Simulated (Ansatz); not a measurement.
GaAs:
```
CELL_PARAMETERS angstrom
     -2.54384     2.54384     1.44327
      2.54384    -2.54384     1.44327
      2.54384     2.54384    -1.44327
ATOMIC_POSITIONS crystal
  Ga 0.25000 0.75000 0.50000
  As 0.00000 0.00000 0.00000
```

Relaxed with r²SCAN.

Map the electron localisation function on the plane through (0.250, 0.750, 0.500) spanned by u = [1, 1, 0] and v = [1, 0, 1] in lattice vectors, from r²SCAN in the plane-wave PAW code Ansatz.

x is the fraction of u, y of v (the angle between them is 90°; rows are the nearest grid lines); atoms in the plane: Ga at (0.00, 0.00), As at (0.25, 0.50).
```
|@  .:--=+=--:.  @|
|   .:--=+=--:.   |
|  .:--====---:.  |
|.::---==------::.|
|----=++=-:::::---|
|-==+**+=::.:::---|
|#%@@@%%#+-:..-=*#|
|%@@@@%%#*+-::-+#%|
|%%%%%%%%#*+--=*#%|
|%#*+++*###*+=+##%|
|#*=:::=*###++*###|
|#+::=::+###*+*###|
|#+::=::+###*+*###|
|#*=:::=*###++*###|
|%#*+++*###*+=+##%|
|%%%%%%%%#*+--=*#%|
|%@@@@%%#*+-::-+#%|
|#%@@@%%#+-:..-=*#|
|-==+**+=::.:::---|
|----=++=-:::::---|
|.::---==------::.|
|  .:--====---:.  |
|   .:--=+=--:.   |
|@  .:--=+=--:.  @|
```
Scale: ten equal steps from 0.030 (start of ' ') to 0.771 (end of '@'), in the order ' .:-=+*#%@'; x runs from 0.000 to 1.00, y from 0.000 (bottom) to 1.00 (top).

The density is the valence pseudo-density with augmentation charge, so density and ELF within about 1 Å of a nucleus are not all-electron values.

Space group I-4m2. The first step of the workflow began from a Materials Project structure, measured or hypothetical; the Crystallography Open Database copy checked does not list it. It is not the phase usual at ambient conditions (space group No. 216). The cell was relaxed with r²SCAN under the symmetry of its start; of distortions, only those at the zone centre were tested.

Potentials: the later of the program's two PAW sets.
